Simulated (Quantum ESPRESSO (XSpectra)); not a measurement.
## S K-edge X-ray absorption spectrum (XANES) of SnS2 (P-3m1)

```cif
data_S2Sn
_chemical_formula_sum 'Sn1 S2'
_space_group_name_H-M_alt 'P 1'
_space_group_IT_number 1
_cell_length_a 3.67431
_cell_length_b 3.67431
_cell_length_c 6.22883
_cell_angle_alpha 90.000
_cell_angle_beta 90.000
_cell_angle_gamma 120.000
loop_
_space_group_symop_operation_xyz
  'x, y, z'
loop_
_atom_site_label
_atom_site_type_symbol
_atom_site_fract_x
_atom_site_fract_y
_atom_site_fract_z
_atom_site_occupancy
Sn1 Sn 0.00000 0.00000 0.00000 1
S1 S 0.33333 0.66667 0.23465 1
S2 S 0.66667 0.33333 0.76535 1
```

Geometry: Materials Project entry mp-1170 (a computed structure). The cell is the entry's, not relaxed again.

Absorber: atom 2, S on Wyckoff site d (site symmetry 3m.), with 3 Sn at 2.58 Å.

Model: LDA, full core hole, dipole K-edge X-ray absorption, plane waves, Troullier-Martins potentials made with ld1.x and PseudoDojo potentials for the other elements (Perdew-Zunger form enforced), scalar-relativistic, no spin, constant broadening; program: Quantum ESPRESSO (XSpectra).

12-atom cell (absorber images 7.2 Å apart), 58 Ry, k meshes 2×2×2 (SCF) and 4×4×4 (spectrum), Lorentzian half width 0.7 eV. The ground-state test found a gap, so occupations are fixed and the excited electron is left out (charged cell on a uniform background); energies count from the highest occupied level. Field directions run: x; z, weighted by the site's symmetry in the crystal. Intensities are scaled to a mean of 1 over 0–35 eV.

| E (eV) | intensity (scaled) |
|---|---|
| -5.0 | 0.04 |
| -4.5 | 0.04 |
| -4.0 | 0.05 |
| -3.5 | 0.05 |
| -3.0 | 0.06 |
| -2.5 | 0.07 |
| -2.0 | 0.08 |
| -1.5 | 0.10 |
| -1.0 | 0.13 |
| -0.5 | 0.17 |
| 0.0 | 0.23 |
| 0.5 | 0.35 |
| 1.0 | 0.61 |
| 1.5 | 1.05 |
| 2.0 | 1.37 |
| 2.5 | 1.17 |
| 3.0 | 0.80 |
| 3.5 | 0.66 |
| 4.0 | 0.77 |
| 4.5 | 1.06 |
| 5.0 | 1.41 |
| 5.5 | 1.74 |
| 6.0 | 1.77 |
| 6.5 | 1.49 |
| 7.0 | 1.16 |
| 7.5 | 0.90 |
| 8.0 | 0.84 |
| 8.5 | 1.01 |
| 9.0 | 1.24 |
| 9.5 | 1.34 |
| 10.0 | 1.19 |
| 10.5 | 0.98 |
| 11.0 | 0.83 |
| 11.5 | 0.77 |
| 12.0 | 0.72 |
| 12.5 | 0.68 |
| 13.0 | 0.68 |
| 13.5 | 0.69 |
| 14.0 | 0.72 |
| 14.5 | 0.76 |
| 15.0 | 0.83 |
| 15.5 | 0.91 |
| 16.0 | 0.97 |
| 16.5 | 0.99 |
| 17.0 | 0.99 |
| 17.5 | 1.03 |
| 18.0 | 1.04 |
| 18.5 | 1.04 |
| 19.0 | 1.10 |
| 19.5 | 1.15 |
| 20.0 | 1.14 |
| 20.5 | 1.08 |
| 21.0 | 1.00 |
| 21.5 | 0.97 |
| 22.0 | 0.97 |
| 22.5 | 0.99 |
| 23.0 | 0.99 |
| 23.5 | 0.96 |
| 24.0 | 0.93 |
| 24.5 | 0.92 |
| 25.0 | 0.90 |
| 25.5 | 0.90 |
| 26.0 | 0.93 |
| 26.5 | 0.98 |
| 27.0 | 1.04 |
| 27.5 | 1.09 |
| 28.0 | 1.10 |
| 28.5 | 1.10 |
| 29.0 | 1.14 |
| 29.5 | 1.15 |
| 30.0 | 1.16 |
| 30.5 | 1.13 |
| 31.0 | 1.08 |
| 31.5 | 1.03 |
| 32.0 | 0.98 |
| 32.5 | 0.95 |
| 33.0 | 0.94 |
| 33.5 | 0.93 |
| 34.0 | 0.97 |
| 34.5 | 1.03 |

The absolute edge energy is not computed.
